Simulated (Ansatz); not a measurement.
**Ansatz run, InReSi**

Input file of Ansatz 0.2.0:

```yaml
crystal:
  lattice:
    - [3.387098, 0.0, 0.0]
    - [0.0, 3.387098, 0.0]
    - [0.0, 0.0, 8.540383]
  atoms:
    - { symbol: Re, position: [0.75, 0.75, 0.73063] }
    - { symbol: Re, position: [0.25, 0.25, 0.26937] }
    - { symbol: In, position: [0.25, 0.25, 0.9146] }
    - { symbol: In, position: [0.75, 0.75, 0.0854] }
    - { symbol: Si, position: [0.75, 0.75, 0.4152] }
    - { symbol: Si, position: [0.25, 0.25, 0.5848] }
  symmetry: { tolerance: 0.0003 }
kpoints:
  mp_grid: { grid: [10, 10, 4], shift: [0, 0, 0] }
  band_path:
    path:
      - [0.0, 0.0, 0.0]
      - [0.0, 0.5, 0.0]
      - [0.5, 0.5, 0.0]
      - [0.0, 0.0, 0.0]
      - [0.0, 0.0, 0.5]
      - [0.0, 0.5, 0.5]
      - [0.5, 0.5, 0.5]
      - [0.0, 0.0, 0.5]
      - [0.0, 0.5, 0.0]
      - [0.0, 0.5, 0.5]
      - [0.5, 0.5, 0.0]
    npoints: 6
magnetization:
  spin_polarized: false
scf:
  occupations: { method: fermi_dirac }
  lower_state_search: "off"
  max_iter: 200
hamiltonian:
  pseudopotentials: { kind: paw }
  xc: pbe
basis:
  ecutwfc: 420
  fft_grid_basis: typed
output:
  forces: true
  stress: true
  eigenvalues: true
  bader: true
  populations: true
  elf: true
  write_potential: true
  volumetric_format: npy
  dos:
    e_range: [-12, 8]
    de: 0.05
    projected: { site_lists: { In: [In], Re: [Re], Si: [Si] } }
checkpoint:
  read: saved_state
```

The saved state is an earlier solution for the same cell, perhaps on another mesh. 

Output (shortened):

```
SCF iter   1: F=—  Δρ=9.39e-4  dr2=8.85e-4
SCF iter   2: F=—  Δρ=4.59e-4  dr2=1.77e-4
SCF iter   3: F=—  Δρ=6.42e-5  dr2=3.19e-6
SCF iter   4: F=—  Δρ=8.58e-6  dr2=6.64e-8
SCF iter   5: F=-34202.4765 eV  Δρ=2.08e-6  dr2=6.98e-9
SCF iter   6: F=-34202.4765 eV  Δρ=3.49e-7  dr2=1.21e-10
Free energy (F): -34202.4765 eV
Harris-Foulkes:  -34202.4765 eV  (|F-HF|=9.46e-11)
Internal energy: -34202.4669 eV  (E = F + TS)
E sigma→0 (E₀):  -34202.4717 eV
Entropy (-TS):   -0.0097 eV (-1.611 meV/atom)
Fermi energy:    16.1867 eV
--- Per-component energies (eV) ---
  E_band       = -194.1077
  E_kinetic    = 1649.5001
  E_local      = -4760.1698  (includes V_loc(G=0)·N_el)
  E_nonlocal   = 884.2589
  E_hartree    = 1916.4554
  E_xc         = -1349.3766
  E_vxc        = -901.8406  (∫ρ·V_xc dr)
  E_paw        = -26654.1612  (= ΣΔE_a)
  E_vpaw       = -898.7670  (= ΣTr[D̂ρ^β])
  E_aug_tail   =  0.0000  (compensation charges beyond the density's cutoff)
  E_ewald      = -5888.9736
  E_smearing   = -0.0097  (= −TS)
--- Stress (GPa, compression-positive) ---
       -4.3778       0.0000       0.0000
        0.0000      -4.3778       0.0000
        0.0000       0.0000      -4.2655
  P = ⅓ Tr σ = -4.3404 GPa (-43.404 kbar)
--- Löwdin populations: 6 sites ---
  site symbol       q [e]
     0     Re     14.7665
     1     Re     14.7665
     2     In     13.1111
     3     In     13.1111
     4     Si      3.9440
     5     Si      3.9440
  spilling = 0.0056 (of n_electrons = 64.0000)
```

Absolute energies hang on the potentials; compare differences alone.

Origin: a known structure type with other elements, at an estimated volume, so it need not be a known compound. Caveats: atoms or cell far from equilibrium.
